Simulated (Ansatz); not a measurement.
Consider the following.

K₂BrCl₆F:
```cif
data_BrCl6FK2
_chemical_formula_sum 'K2 Br1 Cl6 F1'
_space_group_name_H-M_alt 'P 1'
_space_group_IT_number 1
_cell_length_a 7.06664
_cell_length_b 7.06664
_cell_length_c 7.06664
_cell_angle_alpha 60.000
_cell_angle_beta 60.000
_cell_angle_gamma 60.000
loop_
_space_group_symop_operation_xyz
  'x, y, z'
loop_
_atom_site_label
_atom_site_type_symbol
_atom_site_fract_x
_atom_site_fract_y
_atom_site_fract_z
_atom_site_occupancy
K1 K 0.25000 0.25000 0.25000 1
K2 K 0.75000 0.75000 0.75000 1
Br1 Br 0.00000 0.00000 0.00000 1
Cl1 Cl 0.24448 0.75552 0.75552 1
Cl2 Cl 0.75552 0.24448 0.24448 1
Cl3 Cl 0.75552 0.24448 0.75552 1
Cl4 Cl 0.24448 0.75552 0.24448 1
Cl5 Cl 0.75552 0.75552 0.24448 1
Cl6 Cl 0.24448 0.24448 0.75552 1
F1 F 0.50000 0.50000 0.50000 1
```

This is the r²SCAN-relaxed structure.

Q: All from r²SCAN in the plane-wave PAW code Ansatz, unless another level is named. Give the hole effective mass with spin–orbit coupling.

A: 0.20, 0.48, 0.48 mₑ (principal values).

Q: What about the electron effective mass?

A: 0.24, 0.27, 0.27 mₑ (principal values).

Q: What about the gap with spin–orbit coupling?

A: 0.97 eV.

Space group Fm-3m. The workflow started from a Materials Project entry (that database holds measured and hypothetical structures alike); the Crystallography Open Database copy checked does not list it. Its standing as an ambient phase is unchecked. The cell was relaxed with r²SCAN under the symmetry of its start; its stability against distortions is not shown here. Scalar-relativistic: spin–orbit coupling is off unless named, which matters more the heavier the elements.

Potentials: the later of the program's two PAW sets.
